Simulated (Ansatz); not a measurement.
The elements of this relaxed trial crystal are hidden behind letters.

```
lattice vectors (Å)
   6.5139    0.0000    0.0000
  -3.2569    5.6412    0.0000
   0.0000    0.0000    3.3861
fractional positions
X 0.0000 0.0000 0.0000
Z 0.3333 0.6667 0.0000
Z 0.6667 0.3333 0.0000
Z 0.5000 0.0000 0.5000
Z 0.5000 0.5000 0.5000
Z 0.0000 0.5000 0.5000
```

Method: DFT PBE, scalar-relativistic, plane waves, PAW in Ansatz 0.2.0. The final run on the 6-atom cell used 420 eV, a Γ-centred 6×6×12 mesh, 0.10 eV smearing and no spin polarisation.

| Property | Result |
| --- | --- |
| Space group | P6/mmm (No. 191) |
| Conventional cell | a = 6.514 Å, c = 3.386 Å |
| Volume per atom | 20.74 Å³ |
| Density | 2.45 g/cm³ |
| Energy over the elements | +0.32 eV/atom |
| Gap on the 6×6×12 mesh of the 6-atom cell | 0 eV (a metal) |

Energies are uncorrected and count from the elements' standard states at the same level.

Task: X is an s-block element of period 3 and Z is a p-block element of period 3. Which elements are they?

Result: X = Na, Z = S, so the formula is NaS5. Density times volume gives a mean mass of 2.45 × 20.74/1.6605 = 30.6 u per atom, and this set has 30.5 u. Among the elements that the hints allow, noble gases aside, only these give it. Na has 2 Na at 3.39 Å and 18 S at 3.67–3.76 Å; around S on a site of symmetry -6m2 lie 6 S at 2.53 Å, 2 S at 3.39 Å, 3 Na at 3.76 Å and 3 S at 3.76 Å; around S on a site of symmetry mmm lie 4 S at 2.53 Å, 6 S at 3.26–3.39 Å and 4 Na at 3.67 Å.

An odd number of electrons in the primitive cell allows no gap without spin; a larger cell or a magnetic state could open one. A structure relaxed within its symmetry needn't be a true minimum.
